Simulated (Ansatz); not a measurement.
BaSn3Au:
```
CELL_PARAMETERS angstrom
     -2.52907     2.52907     5.59309
      2.52907    -2.52907     5.59309
      2.52907     2.52907    -5.59309
ATOMIC_POSITIONS crystal
  Ba 0.00083 0.00083 0.00000
  Au 0.35709 0.35709 0.00000
  Sn 0.60074 0.60074 0.00000
  Sn 0.24961 0.74961 0.50000
  Sn 0.74961 0.24961 0.50000
```

Relaxed with r²SCAN. Special points in fractions of this cell's reciprocal vectors: Γ (0.000, 0.000, 0.000); X (0.000, 0.000, 0.500); P (0.250, 0.250, 0.250); N (0.000, 0.500, 0.000); M (0.500, 0.500, -0.500); S (0.301, 0.699, -0.301); S0 (-0.301, 0.301, 0.301); R (-0.102, 0.102, 0.500); G (0.500, 0.500, -0.102).

Q: List the band energies nearest the Fermi level at these points for DFT-r²SCAN in the program Ansatz with PAW potentials.

A: In eV from the Fermi level; about four levels below and three above (degenerate sets whole), none deeper than 8.9 eV; points with the same levels are listed once.

```
k                          below           above
-  -----------------------------  --------------
Γ  -2.79 -2.79 -0.31 -0.15 -0.15  0.76 2.60 3.00
X        -4.73 -2.94 -2.60 -2.38  1.44 2.26 3.25
P  -4.85 -4.85 -2.68 -2.48 -2.48  0.62 2.66 2.66
N        -2.39 -1.34 -0.75 -0.69  0.11 0.98 1.42
M        -3.71 -3.16 -3.16 -0.64  0.79 1.16 1.16
S        -2.64 -1.64 -0.92 -0.32  0.06 1.90 2.08
R        -4.39 -3.43 -2.20 -2.07  1.32 2.01 2.60
```

Space group I4mm. The workflow started from an entry of the Crystallography Open Database (COD, 293 K). Its standing as an ambient phase is unchecked. The r²SCAN relaxation kept the symmetry of its start; whether a distortion lowers the energy is not shown. Spin–orbit coupling is left out wherever it is not named.

Potentials: the later of the program's two PAW sets.
